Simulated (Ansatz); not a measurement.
Input:

GaAs:
```
GaAs
1.0
    4.08128     0.00000     0.00000
   -2.04064     3.53449     0.00000
    0.00000     0.00000     8.93735
Ga As
3 3
Direct
  0.50020   0.00000   0.66667
  0.00000   0.50020   0.33333
  0.49980   0.49980   0.00000
  0.50010   0.00000   0.16667
  0.00000   0.50010   0.83333
  0.49990   0.49990   0.50000
```

This is the PBE-relaxed structure.

All from DFT-PBE in the program Ansatz with PAW potentials, unless another level is named. Predict the electronic character.

no gap, with almost no states at the Fermi level (zero-gap or semimetallic).

And the formation energy from the elements (no fitted shifts)?

-0.16 eV/atom.

Space group P6_222. The start of the workflow was typed in or built on a structure type; neither database checked (COD, Materials Project) lists it. It is not the phase usual at ambient conditions (space group No. 216). The PBE relaxation kept the symmetry of its start; its stability against distortions is not shown here. The references are the lowest solids computed at this level, not always the standard phases. Spin–orbit coupling is left out wherever it is not named.

Potentials: the earlier of the program's two PAW sets.
